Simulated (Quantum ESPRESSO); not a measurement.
## Kohn-Sham bands of CsAu (CsCl type)

```yaml
crystal:
  lattice:
    - [4.28285, 0.00000, 0.00000]
    - [0.00000, 4.28285, 0.00000]
    - [0.00000, 0.00000, 4.28285]
  atoms:
    - { symbol: Cs, position: [0.00000, 0.00000, 0.00000] }
    - { symbol: Au, position: [0.50000, 0.50000, 0.50000] }
```

Cell from Materials Project (mp-2667), symmetrised, no further relaxation. COD (Crystallography Open Database) has an entry of this formula and space group (matched by these alone). Computed values, not measurements, from PBEsol: Quantum ESPRESSO (norm-conserving PseudoDojo potentials, cutoff 61 Ry, spinors with spin-orbit coupling) on a Γ-centred 6×6×6 mesh, then Wannier90. Density: 10×10×10 mesh, cold smearing 0.01 Ry.

**Question.** List the Kohn-Sham levels between −8 and 3.9 eV relative to the valence-band maximum at the high-symmetry points, as a band run of pw.x on that density gives them (levels within 2 meV counted together).

**Answer.** 
```json
[
 {"point": "Γ", "k (reciprocal lattice)": "0.000 0.000 0.000", "levels (eV)": "-7.40 (×4), -3.14 (×4), -3.01 (×2), -1.73 (×4), -1.47 (×2)"},
 {"point": "X", "k (reciprocal lattice)": "0.000 0.500 0.000", "levels (eV)": "-7.90 (×2), -7.35 (×2), -3.09 (×2), -2.96 (×2), -1.65 (×2), -1.61 (×2), -1.44 (×2), -0.80 (×2), 0.89 (×2)"},
 {"point": "M", "k (reciprocal lattice)": "0.500 0.500 0.000", "levels (eV)": "-7.46 (×2), -3.18 (×2), -3.07 (×2), -2.04 (×2), -1.72 (×2), -1.41 (×2), -1.00 (×2), 3.26 (×2), 3.57 (×2)"},
 {"point": "R", "k (reciprocal lattice)": "0.500 0.500 0.500", "levels (eV)": "-7.98 (×4), -2.88 (×4), -1.53 (×2), -1.30 (×4), 0.00 (×2), 1.20 (×2), 1.74 (×4)"}
]
```
